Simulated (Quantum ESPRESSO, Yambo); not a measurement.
Ba2ScNbO6 (space group Fm-3m, No. 225): one geometry, one set of PBEsol (Quantum ESPRESSO, PseudoDojo norm-conserving, 84 Ry, no spin-orbit coupling) orbitals, self-energies from Yambo (2×2×2 Γ-centred k mesh, bands 3 to 219 and a 7 Ry block in the screening, 219 bands in G with the Bruneval-Gonze terminator, plasmon pole fitted at 27.2 eV).

```csv
level,gap Γ → Γ (eV)
PBEsol (Quantum ESPRESSO),2.65
exchange only (Hartree-Fock self-energy on PBEsol orbitals),?
static COHSEX@PBEsol,4.77
"G0W0@PBEsol, plasmon pole",?
"G0W0@PBEsol, multipole fit to 8 frequencies, no terminator",4.26
```

Question: Some entries are withheld; supply them.

Answer: 
- exchange only (Hartree-Fock self-energy on PBEsol orbitals), gap Γ → Γ (eV): 13.65
- G0W0@PBEsol, plasmon pole, gap Γ → Γ (eV): 4.23

Bare exchange has no screening and gives the widest gap; static COHSEX screens it but leaves out the frequency dependence, which G0W0 restores.

Nearest settings tried, and what they do to the gap: 145 bands in W, 145 bands in G: +72 meV; 3 Ry block (89 vectors against 331): +127 meV. Not varied: mesh. So the settings aren't converged at that level. The k mesh is coarse.

Geometry of the Materials Project entry, not relaxed at this level; primitive cell a = 5.8607 Å, b = 5.8607 Å, c = 5.8607 Å, α = 60.00°, β = 60.00°, γ = 60.00°.

The structure is a Materials Project entry; no match was found in the copy of COD used, and its stability was not checked.
